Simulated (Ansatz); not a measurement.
Input file of a DFT run on MoI3 with Ansatz:

```yaml
crystal:
  lattice:
    - [5.7760593554, 0.0, 0.0]
    - [0.0, 5.7760593554, 0.0]
    - [0.0, 0.0, 5.7760593554]
  atoms:
    - { symbol: Mo, position: [0.0, 0.0, 0.0], spin: 3.45 }
    - { symbol: I, position: [0.5, 0.0, 0.0] }
    - { symbol: I, position: [0.0, 0.0, 0.5] }
    - { symbol: I, position: [0.0, 0.5, 0.0] }
basis:
  ecutwfc: 420
  ecutrho_ratio: 4
kpoints:
  mp_grid: { grid: [6, 6, 6] }
hamiltonian:
  xc: pbe
  hubbard:
    sites:
      - { species: Mo, l: d, u_eff: 4.4, starting_ns: start.occupation_matrices }
    ns_hold: { iters: 6 }
scf:
  occupations: { method: gaussian, width: 0.05 }
  lower_state_search: "off"
output:
  forces: true
  stress: true
  eigenvalues: true
  populations: true
  hubbard: { sites: [{ species: Mo, l: d }] }
magnetization:
  spin_polarized: true
```

Launched as:
```sh
ansatz run input.yaml --threads 2 --pin off --max-ram 2662MiB --backend cpu --events-out ev --progress --plain --runs-dir out
```

The file start.occupation_matrices holds the open shells' occupation matrices from the run at the neighbouring geometry.

The cell came from substitution into a structure type; no database entry of this phase was matched, which doesn't show that none exists. The ideal cubic cell shuts out tilts of the octahedra, which such structures often take.

What will the run give?

Pressure 0.4 GPa, gap on the mesh zero (metallic), site spin moments Mo 3.09; I -0.14 μB (PBE+U, scalar-relativistic).

About how long does the run take on 2 threads of Arm Neoverse V2, with other jobs on the host, and how much memory does it need?

About 14 s, with a peak of 0.64 GiB.

What the program printed, in part:

```
Mo: projections on atomic orbitals take those of the free atom [Ar 3d10] 4s2 4p6 4d5 5s1, of charge +0.00 (hamiltonian.pseudopotentials.projection_atoms); the dataset's partial waves leave at most 6.0e-6 of an orbital's norm unspanned inside its sphere
I: projections on atomic orbitals take those of the free atom [Kr] 4d10 5s2 5p5, of charge +0.00 (hamiltonian.pseudopotentials.projection_atoms); the dataset's partial waves leave at most 9.4e-6 of an orbital's norm unspanned inside its sphere
hamiltonian.hubbard.sites[].starting_ns: atoms 0 take their starting occupation matrices from start.occupation_matrices, whose run converged
Pseudopotentials: kind: paw
Pseudopotential: Mo, paw, valence charge 14, recommended cutoff 420 eV (normal), Mo.paw.azcp
Pseudopotential: I, paw, valence charge 17, recommended cutoff 420 eV (normal), I.paw.azcp
Crystal: 4 atoms, lattice volume = 192.706 Å³
Basis set: ecut = 420 eV, 3791 PW (Γ), exchange–correlation on 80×80×80 points (8 copies of the dense FFT grid, shifted against one another)
Bands: 42, of which v1, the nominal top of the filled ones, is band 33 counted from 1 (32 counted from 0)
Symmetry: 48 space group operations
Space group: Pm-3m (ITA 221), of the structure as read, at distance tolerance 5.8e-5 Å
Magnetic group: BNS 221.92 (UNI 1594), of the structure as read, at distance tolerance 5.8e-5 Å
k-points: 20 of 216
Initial density: superposition of atomic densities (chi_scale 0.1, normalization cell, long waves kept (reshape's long-wave potential 0.01 eV rms))
Starting moments: Σ|m| = 3.45 μB on 1 of 4 sites
Initial wavefunctions: pseudopotential atomic-orbital guess
Functional: x = pbe(κ = 0.804, μ = 0.21951), c = pbe(β = 0.06672)
iter 1 solved again at ethr=5.77e-4 eV; its pass at ethr=3.10e-3 eV (dr2=3.75e-1 eV) is discarded
```

SCF trace (energy estimate counted from the last row):
| iteration | ΔE (eV) | density residual (eV) | M (μB) |
| --- | --- | --- | --- |
| 1 | 0.574 | 3.72e-1 | 3.299 |
| 2 | -0.092 | 1.65e-1 | 3.250 |
| 3 | -0.040 | 6.88e-3 | 3.207 |
| 4 | -0.020 | 1.21e-3 | 3.185 |
| 5 | -0.009 | 1.24e-4 | 3.177 |
| 6 | -4.2e-03 | 4.57e-5 | 3.176 |
| 7 | 3.0e-04 | 3.16e-4 | 3.173 |
| 8 | 2.7e-04 | 1.68e-5 | 3.174 |
| 9 | 7.9e-05 | 3.37e-5 | 3.174 |
| 10 | -1.9e-05 | 2.26e-4 | 3.174 |
| 11 | 5.0e-06 | 5.70e-6 | 3.174 |
| 12 | 0.000 | 3.59e-7 | 3.175 |
| 13 | 0.000 | 2.80e-9 | 3.175 |

```
SCF 1 converged in 13 iterations: F = -27491.225698 eV  dr2 = 2.80e-9
SCF converged after 13 iterations
Magnetization: 3.1748 μB (34.0874 up, 30.9126 down)
Absolute magnetization: 4.2308 μB (∫|ρ↑−ρ↓|, with the PAW one-centre terms)
Per-site moments (μB) at R_I (Å): [(3.08814, 1.19131), (-0.14489, 1.19131), (-0.14489, 1.19131), (-0.14489, 1.19131)]
Free energy (F): -27491.225698 eV
E sigma→0 (E₀):  -27491.223835 eV
Entropy (-TS):   -0.003727 eV (-0.932 meV/atom)
Fermi energy:    3.093683 eV
--- Specified on-site occupations, and those of the state reported ---
  electrons in the specified blocks: 4.8441 specified, 4.8580 found
  site 0 (l=d) ↓: largest change of an orbital's occupation 0.0079; electrons 0.5550 specified, 0.5816 found; spectral distance 0.0128
  site 0 (l=d) ↑: largest change of an orbital's occupation 0.0059; electrons 4.2891 specified, 4.2764 found; spectral distance 0.0084
--- Forces (eV/Å), atoms counted from 1 ---
  atom   1  Mo     0.00000000     0.00000000     0.00000000
  atom   2  I      0.00000000     0.00000000     0.00000000
  atom   3  I      0.00000000     0.00000000     0.00000000
  atom   4  I      0.00000000     0.00000000     0.00000000
--- Stress (GPa, compression-positive) ---
        0.414849       0.000000       0.000000
        0.000000       0.414849       0.000000
        0.000000       0.000000       0.414849
  P = ⅓ Tr σ = 0.4148 GPa (4.148 kbar)
--- Band table (eV; the first three rows and the last of 40) ---
  k-point 0 ↑: bands = ["-58.3581", "-40.9743", "-40.9743", "-40.9741", "-40.9172", "-40.9172", "-40.9172", "-40.9148", "-40.9148", "-40.9148", "-40.7726", "-40.7726", "-40.7726", "-40.7726", "-40.7726", "-40.7719", "-32.5598", "-32.5598", "-32.5598", "-8.9527", "-8.3100", "-8.3100", "-0.1805", "-0.1805", "-0.1805", "0.2035", "0.2035", "0.2035", "2.2348", "2.2348", "2.4359", "2.4359", "2.4359", "2.7245", "2.7245", "2.7245", "5.2938", "8.0499", "9.9583", "9.9583", "11.0114", "11.0114"]
  k-point 1 ↑: bands = ["-58.3581", "-40.9744", "-40.9743", "-40.9741", "-40.9172", "-40.9170", "-40.9170", "-40.9149", "-40.9149", "-40.9148", "-40.7726", "-40.7726", "-40.7726", "-40.7726", "-40.7726", "-40.7720", "-32.5598", "-32.5598", "-32.5593", "-8.9070", "-8.3161", "-8.3086", "-0.3107", "-0.3107", "-0.2024", "-0.1793", "0.3017", "0.3017", "1.9528", "2.2343", "2.3930", "2.5004", "2.5004", "2.7498", "2.7498", "3.1283", "5.8848", "8.3185", "10.0140", "10.2752", "11.0210", "11.0210"]
  k-point 2 ↑: bands = ["-58.3581", "-40.9748", "-40.9743", "-40.9741", "-40.9172", "-40.9165", "-40.9165", "-40.9152", "-40.9152", "-40.9148", "-40.7726", "-40.7726", "-40.7726", "-40.7726", "-40.7725", "-40.7721", "-32.5597", "-32.5597", "-32.5583", "-8.8087", "-8.3311", "-8.3057", "-0.8459", "-0.4839", "-0.4839", "-0.1769", "0.4126", "0.4126", "1.7399", "2.2335", "2.3106", "2.5905", "2.5905", "2.8410", "2.8410", "3.4006", "7.4280", "8.9559", "10.0616", "11.1191", "11.1523", "11.1523"]
  k-point 19 ↓: bands = ["-56.2225", "-41.0144", "-41.0144", "-41.0144", "-40.9505", "-40.9505", "-40.9505", "-40.9503", "-40.9503", "-40.9503", "-40.7851", "-40.7848", "-40.7848", "-40.7844", "-40.7844", "-40.7844", "-30.1774", "-30.1774", "-30.1774", "-8.4584", "-8.4584", "-8.4584", "-1.4764", "0.6785", "0.6785", "0.8628", "0.8628", "0.8628", "3.1827", "3.1827", "3.1827", "7.4299", "7.4299", "7.4299", "8.4172", "8.8789", "8.8789", "8.9908", "8.9908", "8.9908", "11.8548", "11.8548"]
--- Löwdin populations: 4 sites ---
  site symbol       q [e]    m [muB]
     0     Mo     13.3807     3.7520
     1      I     17.1560    -0.2094
     2      I     17.1560    -0.2094
     3      I     17.1560    -0.2094
--- Occupation matrices: 1 shell (run DFT+U table (all-electron-ortho-atomic); ε = 3.73e-3) ---
  Mo0 d_4D up     Tr n = 4.2764  λ = 0.650 0.650 0.992 0.992 0.992
  Mo0 d_4D dn     Tr n = 0.5816  λ = 0.065 0.065 0.065 0.193 0.193
```

With a Hubbard U or exact exchange the result depends on the state in which the open shell ends, and a lower one can't be excluded. For elements this heavy, spin–orbit coupling would shift levels and gaps; it isn't included here. Site moments are of spin, integrated over atomic spheres. The moments were started parallel, and the real magnetic order may be another.
